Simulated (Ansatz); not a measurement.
With PBE+D3(BJ) in the plane-wave PAW code Ansatz, La in the dhcp (α-La type) structure (P6_3/mmc) relaxes to a = 3.662 Å, c = 11.796 Å.

Electronic character: metallic (no gap).

The bulk modulus is 25.8 GPa. The relaxed-ion elastic constants in GPa are C11 = 54.1, C12 = 16.7, C13 = 8.1, C33 = 61.0, C44 = 15.8. The elastic constants imply a Debye temperature near 169 K.

The cell was relaxed with PBE+D3(BJ) under the symmetry of its start. The pairwise dispersion correction was not fitted to metals. As this level gives no gap, shear constants depend on the k-mesh and smearing (Fermi–Dirac, 0.1 eV here). Axis ratios of metals converge slowly with the k-mesh, so a and c are less sure than the volume. Scalar-relativistic: spin–orbit coupling is off unless named, which matters more the heavier the elements.

Potentials: the later of the program's two PAW sets.
